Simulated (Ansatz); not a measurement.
## What DFT gives for FeIN3O3

```xyz
16
Lattice="7.6635 0.0000 0.0000 -3.8318 6.6368 0.0000 0.0000 0.0000 6.4560" Properties=species:S:1:pos:R:3 pbc="T T T"
Fe    3.8321    2.2120    1.8714
Fe    0.0004    4.4248    5.0994
I     3.8321    2.2120    4.2777
I     0.0004    4.4248    1.0497
O     3.8318    4.8276    0.3751
O    -2.2650    5.7322    3.6031
O     1.5668    0.9046    0.3751
O     0.0000    1.8092    3.6031
O     6.0967    0.9046    0.3751
O     2.2650    5.7322    3.6031
N     3.8321    3.8951    1.1802
N    -1.4572    5.2663    4.4081
N     2.3742    1.3712    1.1802
N    -0.0004    2.7417    4.4081
N     5.2890    1.3705    1.1802
N     1.4576    5.2656    4.4081
```

Single point in Ansatz 0.2.0 with LDA, no spin polarisation. Cutoff 420 eV, PAW datasets, 3×3×3 Γ-centred k mesh, fermi-dirac filling (width 0.0554 eV).

- Electronic structure: The gap on the k mesh is 0.59 eV; the mesh may miss the band edges, so the true gap of this level can be smaller.
- Forces: The largest is on O5 (and as large on other atoms): 6.52 eV/Å, components (0.00, -5.01, 4.16). It makes 1° with the line to a nearest neighbour, N11 at 1.23 Å, pointing towards it.
- Formation energy: -0.20 eV an atom against the elements' usual phases (free molecules for gases, crystals otherwise, with no correction for O₂ or N₂), so it is bound against them; other compounds may still compete. Relaxing would lower it.
- Band edges: Within 0.7 eV of the edges, the states project mainly on I p (59 %) and Fe d (16 %) below the gap and on N p (44 %), O p (27 %) and Fe d (21 %) above it.

Origin: a known structure type with other elements, at an estimated volume, so it need not be a known compound. Caveats: no spin polarisation, so a magnetic state may lie lower; an odd or shifted mesh can miss the band edges, so this level's true gap may be smaller; no spin-orbit coupling, which can shift this gap by tenths of an eV; atoms or cell far from equilibrium.
